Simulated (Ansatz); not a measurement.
Cu$_{3}$Au (Cu3Au type)

```xyz
4
Lattice="3.7805 0.0000 0.0000 0.0000 3.7805 0.0000 0.0000 0.0000 3.7805" Properties=species:S:1:pos:R:3 pbc="T T T"
Cu     0.0000     1.8903     1.8903
Cu     1.8903     1.8903     0.0000
Cu     1.8903     0.0000     1.8903
Au     0.0000     0.0000     0.0000
```

Two coordinates are scanned: the volume, and the ratio of the stretch along z (the conventional c axis) to the stretch across it. Atoms keep their fractional coordinates.

The numbers are results of PBE (plane waves to 420 eV, PAW, scalar-relativistic; Ansatz, a program for electronic structure), not measurements. k mesh 12×12×12 (Γ-centred), Fermi-Dirac smearing 0.05 eV. Energies are smeared free energies. With partly filled bands, the response to shear is sensitive to the k mesh, so small differences along c/a are uncertain. Cu3Au is run without spin polarisation. Cu3Au was relaxed with its symmetry unable to fall. Spin-orbit coupling is left out, though Au is heavy. ΔE is measured from the relaxed starting cell.

Estimate the ΔE (kJ/mol of atoms) for all points of the grid V/V₀ = 0.920, 0.960, 1.000, 1.040, 1.080 by (c/a)/(c/a)₀ = 0.880, 0.940, 1.000, 1.060, 1.120.

ΔE (kJ/mol of atoms), with V/V₀ across and (c/a)/(c/a)₀ down:

```csv
(c/a)/(c/a)₀ \ V/V₀,0.920,0.960,1.000,1.040,1.080
0.880,6.5,2.9,1.8,2.5,4.6
0.940,5.0,1.5,0.5,1.3,3.5
1.000,4.4,1.0,0.0,0.9,3.1
1.060,5.1,1.6,0.6,1.4,3.6
1.120,7.5,3.8,2.5,3.1,5.2
```

(Under strain, the slope of the energy per volume gives the stress and its curvature an elastic modulus.)
